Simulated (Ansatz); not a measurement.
ZrRu (rock salt), relaxed with PBE (Ansatz, a program for electronic structure, plane waves, PAW): a = b = c = 5.356 Å, α = β = γ = 90.00°.

- ΔH_f (eV/atom) = 0.05
- B₀ by P(V) fit (GPa) = 140

**Question.** The same phase is relaxed and computed with PBEsol in the same code. What are the cell and these values now?

**Answer.** a = b = c = 5.287 Å, α = β = γ = 90.00°.

- ΔH_f (eV/atom) = 0.10
- B₀ by P(V) fit (GPa) = 154

Typed or built starts, not in the databases checked: ZrRu, rock salt. Unstable at this level: ZrRu, rock salt with PBEsol. All cells were relaxed under the symmetry of their starts (and spin orders); stability against distortions was not tested throughout. Rows with no word on spin ran without spin polarisation. Spin–orbit coupling is left out wherever it is not named.

Potentials: the later of the program's two PAW sets.

Ansatz is a plane-wave DFT program.

Formation energies count from the lowest solids of the elements computed at the same level, not from gases.
